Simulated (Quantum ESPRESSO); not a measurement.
Pd6ZrAg, input and log of a self-consistent run

A calculation, not a measurement. The program is pw.x of Quantum ESPRESSO 7.5 (plane-wave density functional theory). The cell is made up: eight metal atoms on a hexagonal close-packed lattice, with elements, volume, strain and displacements drawn at random and not relaxed, so it may be unstable or far from any real phase. PseudoDojo standard norm-conserving files set the functional (PBE unless stated); there is no spin polarisation or spin-orbit coupling, the Fermi-Dirac width of 0.25 eV means electrons at about 2900 K, and the masses in the input are unused placeholders. A spin test at this wide smearing found no moment, but such smearing suppresses magnetism that the real alloy may have.

Input:

```
&control calculation='scf', pseudo_dir='./dojo.nc.sr.pbe.v0_5.standard.upf', outdir='./o', disk_io='minimal', tprnfor=.true., tstress=.true. /
&system ibrav=0, nat=8, ntyp=3, nbnd=87, ecutwfc=82.02448710, nosym=.true., tot_charge=0,
 occupations='smearing', smearing='fd', degauss=0.0183746611
/
&electrons conv_thr=1.470e-08, electron_maxstep=70, mixing_beta=0.5 /
ATOMIC_SPECIES
Ag 1.0 Ag.upf
Pd 1.0 Pd.upf
Zr 1.0 Zr.upf
CELL_PARAMETERS angstrom
-0.0124 -0.0349 -4.6834
-0.0287 4.9999 0.0369
5.6625 -0.0331 0.0151
ATOMIC_POSITIONS angstrom
Pd 0.0257 0.038 0.0382
Pd 2.8077 -0.0708 -0.0256
Pd 1.3828 2.369 0.0635
Pd 4.1631 2.4892 0.046
Zr -0.0175 1.6093 -2.2971
Pd 2.8326 1.6926 -2.2915
Pd 1.4675 4.1185 -2.2874
Ag 4.1875 4.0688 -2.2443
K_POINTS automatic
5 5 4 1 1 1
```

The log is shortened where brackets say so; the opening notice, blank lines, dates and the lines on written files are dropped, and the path of the files is cut. It prints rydbergs, bohrs and kilobars, and counts compression as positive stress. Its total energy is the free energy E - TS of the whole cell.

```
     Program PWSCF v.7.5
     Parallel version (MPI & OpenMP), running on       4 processor cores
     Number of MPI processes:                 4
     Threads/MPI process:                     1
     [start-up lines left out]
     bravais-lattice index     =            0
     lattice parameter (alat)  =       8.8506  a.u.
     unit-cell volume          =     894.7172 (a.u.)^3
     number of atoms/cell      =            8
     number of atomic types    =            3
     number of electrons       =       139.00
     number of Kohn-Sham states=           87
     kinetic-energy cutoff     =      82.0245  Ry
     charge density cutoff     =     328.0979  Ry
     scf convergence threshold =      1.5E-08
     mixing beta               =       0.5000
     number of iterations used =            8  plain     mixing
     Exchange-correlation= PBE
                           (   1   4   3   4   0   0   0)
     [axes and pseudopotential details left out]
   Cartesian axes
     site n.     atom                  positions (alat units)
         1        Pd     tau(   1) = (   0.0054873   0.0081135   0.0081562  )
         2        Pd     tau(   2) = (   0.5994816  -0.0151167  -0.0054659  )
         3        Pd     tau(   3) = (   0.2952464   0.5058133   0.0135581  )
         4        Pd     tau(   4) = (   0.8888777   0.5314776   0.0098216  )
         5        Zr     tau(   5) = (  -0.0037365   0.3436071  -0.4904617  )
         6        Pd     tau(   6) = (   0.6047981   0.3613928  -0.4892660  )
         7        Pd     tau(   7) = (   0.3133309   0.8793550  -0.4883906  )
         8        Ag     tau(   8) = (   0.8940874   0.8687434  -0.4791882  )
     number of k points=    50  Fermi-Dirac smearing, width (Ry)=  0.0184
                       cart. coord. in units 2pi/alat
        k(    1) = (   0.1042143   0.0950163  -0.1009871), wk =   0.0400000
        k(    2) = (   0.3110018   0.0962074  -0.1015435), wk =   0.0400000
     [further k points left out]
     Dense  grid:    89799 G-vectors     FFT dimensions: (  54,  60,  64)
     Estimated max dynamical RAM per process >     355.86 MB
     Estimated total dynamical RAM >       1.33 GB
     Initial potential from superposition of free atoms
     starting charge     138.9961, renormalised to     139.0000
     Starting wfcs are   74 randomized atomic wfcs +   13 random wfcs
     total cpu time spent up to now is        7.9 secs
     per-process dynamical memory:   285.1 Mb
     Self-consistent Calculation
     iteration #  1     ecut=    82.02 Ry     beta= 0.50
     Davidson diagonalization with overlap
     ethr =  1.00E-02,  avg # of iterations =  4.0
     total cpu time spent up to now is       32.4 secs
     total energy              =   -2033.16209646 Ry
     estimated scf accuracy    <       7.66600082 Ry
     iteration #  2     ecut=    82.02 Ry     beta= 0.50
     Davidson diagonalization with overlap
     ethr =  5.52E-03,  avg # of iterations =  3.0
     total cpu time spent up to now is       55.5 secs
     total energy              =   -2036.33184739 Ry
     estimated scf accuracy    <      15.34578558 Ry
     iteration #  3     ecut=    82.02 Ry     beta= 0.50
     Davidson diagonalization with overlap
     ethr =  5.52E-03,  avg # of iterations =  2.0
     total cpu time spent up to now is       76.0 secs
     total energy              =   -2037.42217468 Ry
     estimated scf accuracy    <       1.88819273 Ry
     iteration #  4     ecut=    82.02 Ry     beta= 0.50
     Davidson diagonalization with overlap
     ethr =  1.36E-03,  avg # of iterations =  2.5
     total cpu time spent up to now is       95.3 secs
     total energy              =   -2037.38464324 Ry
     estimated scf accuracy    <       0.64928744 Ry
     iteration #  5     ecut=    82.02 Ry     beta= 0.50
     Davidson diagonalization with overlap
     ethr =  4.67E-04,  avg # of iterations =  2.5
     total cpu time spent up to now is      114.7 secs
     total energy              =   -2037.36614542 Ry
     estimated scf accuracy    <       0.17141237 Ry
     [iterations 6 to 12 left out]
     iteration # 13     ecut=    82.02 Ry     beta= 0.50
     Davidson diagonalization with overlap
     ethr =  7.03E-09,  avg # of iterations =  1.6
     total cpu time spent up to now is      264.9 secs
     total energy              =   -2037.40645192 Ry
     estimated scf accuracy    <       0.00000169 Ry
     iteration # 14     ecut=    82.02 Ry     beta= 0.50
     Davidson diagonalization with overlap
     ethr =  1.22E-09,  avg # of iterations =  2.0
     total cpu time spent up to now is      283.2 secs
     total energy              =   -2037.40645204 Ry
     estimated scf accuracy    <       0.00000081 Ry
     iteration # 15     ecut=    82.02 Ry     beta= 0.50
     Davidson diagonalization with overlap
     ethr =  5.84E-10,  avg # of iterations =  2.0
     total cpu time spent up to now is      301.7 secs
     total energy              =   -2037.40645213 Ry
     estimated scf accuracy    <       0.00000048 Ry
     iteration # 16     ecut=    82.02 Ry     beta= 0.50
     Davidson diagonalization with overlap
     ethr =  3.45E-10,  avg # of iterations =  1.2
     total cpu time spent up to now is      318.9 secs
     total energy              =   -2037.40645218 Ry
     estimated scf accuracy    <       0.00000018 Ry
     iteration # 17     ecut=    82.02 Ry     beta= 0.50
     Davidson diagonalization with overlap
     ethr =  1.28E-10,  avg # of iterations =  1.0
     total cpu time spent up to now is      335.5 secs
     End of self-consistent calculation
     [lines on levels left out]
!    total energy              =   -2037.40645220 Ry
     estimated scf accuracy    <          6.4E-09 Ry
     smearing contrib. (-TS)   =      -0.08130822 Ry
     internal energy E=F+TS    =   -2037.32514398 Ry
     The total energy is F=E-TS. E is the sum of the following terms:
     one-electron contribution =    -696.44164498 Ry
     hartree contribution      =     432.65119144 Ry
     xc contribution           =    -320.32841441 Ry
     ewald contribution        =   -1453.20627602 Ry
     convergence has been achieved in  17 iterations
     Forces acting on atoms (cartesian axes, Ry/au):
     atom    1 type  2   force =    -0.01487853   -0.03306647   -0.00037449
     atom    2 type  2   force =     0.00291146    0.01789572    0.01589999
     atom    3 type  2   force =     0.00574512    0.03568247   -0.00257339
     atom    4 type  2   force =     0.01428252   -0.00685702    0.00659905
     atom    5 type  3   force =     0.01830057    0.00293827   -0.00038608
     atom    6 type  2   force =    -0.00189461   -0.03596495   -0.00297457
     atom    7 type  2   force =    -0.03512960    0.00160532   -0.00296625
     atom    8 type  1   force =     0.01066306    0.01776666   -0.01322427
     Total force =     0.083685     Total SCF correction =     0.000381
     Computing stress (Cartesian axis) and pressure
          total   stress  (Ry/bohr**3)                   (kbar)     P=      -24.25
  -0.00009040   0.00008237  -0.00001075          -13.30       12.12       -1.58
   0.00008237  -0.00009548  -0.00002838           12.12      -14.05       -4.17
  -0.00001075  -0.00002838  -0.00030867           -1.58       -4.17      -45.41
     init_run     :      7.49s CPU      7.81s WALL (       1 calls)
     electrons    :    319.64s CPU    327.58s WALL (       1 calls)
     forces       :      2.64s CPU      2.70s WALL (       1 calls)
     stress       :      9.21s CPU      9.32s WALL (       1 calls)
     [timing details left out]
     PWSCF        :   5m39.09s CPU   5m47.62s WALL
     JOB DONE.
```

In other units: free energy -27720.327 eV for the cell, pressure -2.43 GPa, largest force component 0.925 eV/Å in size. The run took 349 s of wall time with four MPI processes on a shared machine (Intel Xeon, older, virtual cores), so the time is rough. A rerun of this cell at a higher cutoff and on a denser mesh moved values by no more than 0.008 eV in energy, 0.08 GPa in stress and 0.013 eV/Å in force, and a second program with other atomic files agreed on that cell to 2 % rms in force and 0.5 GPa in pressure.